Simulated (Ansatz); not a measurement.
HfO2:
```yaml
crystal:
  lattice:
    - [5.22824, 0.00000, 0.00000]
    - [0.00000, 5.01722, 0.00000]
    - [0.00000, 0.00000, 5.04153]
  atoms:
    - { symbol: Hf, position: [0.03290, 0.26756, 0.24230] }
    - { symbol: Hf, position: [0.96710, 0.73244, 0.74230] }
    - { symbol: Hf, position: [0.46710, 0.26756, 0.74230] }
    - { symbol: Hf, position: [0.53290, 0.73244, 0.24230] }
    - { symbol: O, position: [0.36799, 0.07173, 0.37991] }
    - { symbol: O, position: [0.63201, 0.92827, 0.87991] }
    - { symbol: O, position: [0.13201, 0.07173, 0.87991] }
    - { symbol: O, position: [0.86799, 0.92827, 0.37991] }
    - { symbol: O, position: [0.73402, 0.45967, 0.49079] }
    - { symbol: O, position: [0.26598, 0.54033, 0.99079] }
    - { symbol: O, position: [0.76598, 0.45967, 0.99079] }
    - { symbol: O, position: [0.23402, 0.54033, 0.49079] }
```

Tensor components refer to the Cartesian frame of this cell.

Q: Give the high-frequency dielectric tensor and the Born effective charge tensors of the independent atoms from DFPT, PBEsol in the plane-wave PAW code Ansatz.

A: 
ε∞:
```
5.05  0.00  0.00
0.00  5.30  0.00
0.00  0.00  5.05
```
Z* of atom 1 (Hf), rows: field, columns: displacement, in e:
```
 5.18  -0.01  -0.04
-0.36   5.49  -0.14
 0.04  -0.23   5.01
```
Z* of atom 5 (O), rows: field, columns: displacement, in e:
```
-2.50   0.97  -0.31
 0.77  -2.96  -0.71
-0.32  -0.65  -2.49
```
Z* of atom 9 (O), rows: field, columns: displacement, in e:
```
-2.69  -0.15   0.25
-0.09  -2.53   0.19
 0.29   0.14  -2.52
```

Space group Pca2_1. Symmetry was held in the PBEsol relaxation. No spin polarisation was allowed. Scalar-relativistic: spin–orbit coupling is off unless named, which matters more the heavier the elements.

Potentials: the later of the program's two PAW sets.
